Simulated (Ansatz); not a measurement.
A trial cell of TaGaGeSe, before relaxation:

```cif
data_structure
_symmetry_space_group_name_H-M 'P 1'
_symmetry_Int_Tables_number 1
_cell_length_a 3.9475
_cell_length_b 3.9475
_cell_length_c 5.5697
_cell_angle_alpha 90.000
_cell_angle_beta 90.000
_cell_angle_gamma 90.000
_cell_volume 86.79
loop_
_atom_site_label
_atom_site_type_symbol
_atom_site_fract_x
_atom_site_fract_y
_atom_site_fract_z
_atom_site_occupancy
Ta1 Ta 0.00000 0.00000 0.50000 1
Ga1 Ga 0.50000 0.50000 0.50000 1
Ge1 Ge 0.50000 0.50000 0.00000 1
Se1 Se 0.00000 0.00000 0.00000 1
```

Level of theory: DFT PBE, scalar-relativistic, plane waves, PAW in Ansatz. Cutoff 420 eV, Gaussian smearing, Γ-centred meshes. Cell and atoms relax first on a coarse mesh and then on a finer one. In between, the cell is made exact in the group found at 0.06 Å. In metals the finer mesh still leaves noise of several meV/atom or more. The steps can't lower the symmetry of their start. No spin polarisation in the relaxation; trial moments died out in a coarse test.

A guess keeps its type if space group and coordination stay and the shape of the cell changes little (axis ratios within about 15 %, angles within 6°); the volume may change.

Question: Does this structure survive the relaxation?

Answer: It keeps its type. The symmetry stays P4/mmm (No. 123). The volume per atom shrinks by 8.7 %, from 21.7 to 19.8 Å³. The shortest distance goes from 2.78 Å (Ga–Ge and Ta–Se) to 2.68 Å (Ga–Ge and Ta–Se). The ratio c/a of the conventional cell changes by a factor of 0.99. Counting neighbours within 15 % of an atom's shortest distance, the start has Ga 6, Ge 6, Se 6, Ta 6 and the end Ga 6, Ge 6, Se 6, Ta 6.

The last run used a 12×12×10 mesh (in the run's order of axes) for its 4-atom cell and Gaussian smearing of 0.10 eV. Spin–orbit coupling, which can matter for Ta, is left out. Symmetry constrained the relaxation, so the result can be a saddle point.
